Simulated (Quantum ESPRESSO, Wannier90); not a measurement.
CaSe (rock salt): Wannier90 run

```xyz
2
Lattice="0.0000 2.9702 2.9702 2.9702 0.0000 2.9702 2.9702 2.9702 0.0000" Properties=species:S:1:pos:R:3 pbc="T T T"
Ca     0.0000     0.0000     0.0000
Se     2.9702     2.9702     2.9702
```

Cell from Materials Project (mp-1415), symmetrised, no further relaxation. COD (Crystallography Open Database) has an entry of this formula and space group (matched by these alone). Level: PBEsol, no spin polarisation, no spin-orbit coupling; pw.x of Quantum ESPRESSO at 69 Ry with PseudoDojo potentials, 10×10×10 k-points, Wannier90. Density: 10×10×10 mesh, cold smearing 0.01 Ry. Spin-orbit coupling, left out, would split the p-like bands by a few tenths of an eV.

Bands 11-13 form an isolated set from -3.28 to 0.00 eV relative to the valence-band maximum (on the path) and are turned into 3 Wannier functions by minimising the spread from the start: atomic waves Se 4p.

Problem. Where do the functions sit, how wide are they and what are they made of?

Solution. 
| functions | spread (Å²) | nearest atom, distance (Å) | second atom, distance (Å) | weight on atomic waves |
|---|---|---|---|---|
| 3 | 2.59 | Se 0.00 | Ca 2.97 | Se 4p 89 %, Ca 4s 5 % |

Ω_I = 7.73 Å², Ω_total = 7.78 Å²; the interpolated bands follow pw.x to 0.7 meV rms on the path. Only this start was tried; a symmetric start can stop on a saddle, and mixtures of these functions could lower the total by at most Ω_total − Ω_I.
